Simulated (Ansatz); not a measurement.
The start is a randomly generated symmetric cell of P (space group No. 194). The structure is fully relaxed (lattice and positions, P = 0) with PBE (plane waves to 420 eV, PAW, scalar-relativistic; Ansatz, a program for electronic structure). The first steps use a coarse 8×8×7 k-mesh.

Initial structure:
```
P
1.0
    3.45348     0.00000     0.00000
   -1.72674     2.99080     0.00000
    0.00000     0.00000     3.13506
P
2
Cartesian
  0.00000   1.99387   0.78377
  1.72674   0.99693   2.35130
```

**Question.** How much energy is released per atom?

**Answer.** 0.05 eV/atom.

**Question.** How does the volume per atom move from start to end?

**Answer.** -6.4 %, from 16.19 to 15.15 Å³/atom.

**Question.** How do the shortest distances between atoms change?

**Answer.** The closest pairs of elements (up to four, under 3.6 Å), start → end: P–P 2.54 → 2.49 Å.

**Question.** What band gap does the relaxed structure have at this level?

**Answer.** No gap (metallic).

**Question.** What does it relax into? Give the structure.

**Answer.** 
Space group P6₃/mmc (No. 194); a = b = 3.299 Å, c = 3.215 Å, α = β = 90.00°, γ = 120.00°

| atom | site | symmetry | x | y | z |
|---|---|---|---|---|---|
| P | 2c | -6m2 | 0.3333 | 0.6667 | 0.2500 |

The space group stays P6₃/mmc (No. 194) (the run could not lower it), with 2 atoms in the primitive cell. Final values are on a 16×16×14 k-mesh of the relaxed cell. No spin polarisation in the result.

The run could not lose the symmetry of its start: the end is stationary, and may be a saddle point rather than a minimum.

All atoms sit on sites fixed by symmetry, so only the cell could relax.

The relaxed structure here is a generated cell of P: the first start was made by a random draw of sites in a space group, and the end was not matched to a known phase here, so it may be hypothetical. Known forms of P include space group No. 64.
